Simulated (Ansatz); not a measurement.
Given:

NbSiO:
```yaml
crystal:
  lattice:
    - [3.24539, 0.00000, 0.00000]
    - [0.00000, 3.24539, 0.00000]
    - [0.00000, 0.00000, 6.88031]
  atoms:
    - { symbol: Nb, position: [0.00000, 0.50000, 0.70029] }
    - { symbol: Nb, position: [0.50000, 0.00000, 0.29971] }
    - { symbol: Si, position: [0.00000, 0.00000, 0.00000] }
    - { symbol: Si, position: [0.50000, 0.50000, 0.00000] }
    - { symbol: O, position: [0.50000, 0.00000, 0.61026] }
    - { symbol: O, position: [0.00000, 0.50000, 0.38974] }
```

This is the PBEsol-relaxed structure.

Question: All from PBEsol (plane waves, PAW; program Ansatz), unless another level is named. Estimate the electronic character.

Answer: metallic (no gap).

Question: Predict the formation energy from the elements (no fitted shifts).

Answer: -1.15 eV/atom.

Question: Predict the density of states at the Fermi level.

Answer: 0.71 states/eV per atom (mean over ±0.08 eV).

Question: Predict the gap with spin–orbit coupling.

Answer: none (metallic).

Space group P4/nmm. The start of the workflow was typed in or built on a structure type; neither database checked (COD, Materials Project) lists it. Whether it is the stable phase at ambient conditions was not checked. The cell was relaxed with PBEsol under the symmetry of its start; its stability against distortions is not shown here. The workflow began spin-polarised and lost its moments. The references are the lowest solids computed at this level, not always the standard phases (solids in place of the gases). Spin–orbit coupling is left out wherever it is not named.

Potentials: the later of the program's two PAW sets.
